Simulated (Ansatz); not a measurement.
Ge:
```xyz
2
Lattice="0.0000 2.8360 2.8360 2.8360 0.0000 2.8360 2.8360 2.8360 0.0000" Properties=species:S:1:pos:R:3 pbc="T T T"
Ge     0.0000     0.0000     0.0000
Ge     1.4180     1.4180     1.4180
```

Relaxed with r²SCAN. Special points in fractions of this cell's reciprocal vectors: Γ (0.000, 0.000, 0.000); X (0.500, 0.000, 0.500); U (0.625, 0.250, 0.625); K (0.375, 0.375, 0.750); L (0.500, 0.500, 0.500); W (0.500, 0.250, 0.750).

Task: List the band energies nearest the valence-band maximum at these points for the program Ansatz at the r²SCAN with spin–orbit coupling level (PAW).

Result: In eV from the valence-band maximum; about four levels below and three above (degenerate sets whole), none deeper than 8.9 eV; points with the same levels are listed once.

```
k                    below                above
-  -----------------------  -------------------
Γ      0.00 0.00 0.00 0.00  0.28 0.28 2.49 2.49
X  -3.29 -3.29 -3.29 -3.29  0.90 0.90 0.90 0.90
U  -4.55 -4.55 -2.83 -2.83  1.32 1.32 4.32 4.32
L  -1.66 -1.66 -1.48 -1.48  0.35 0.35 3.86 3.86
W  -4.15 -4.15 -4.07 -4.07  4.50 4.50 4.64 4.64
```

Space group Fd-3m (diamond). Symmetry was held in the r²SCAN relaxation; phonons on a q-mesh show no instability.

Potentials: the earlier of the program's two PAW sets.
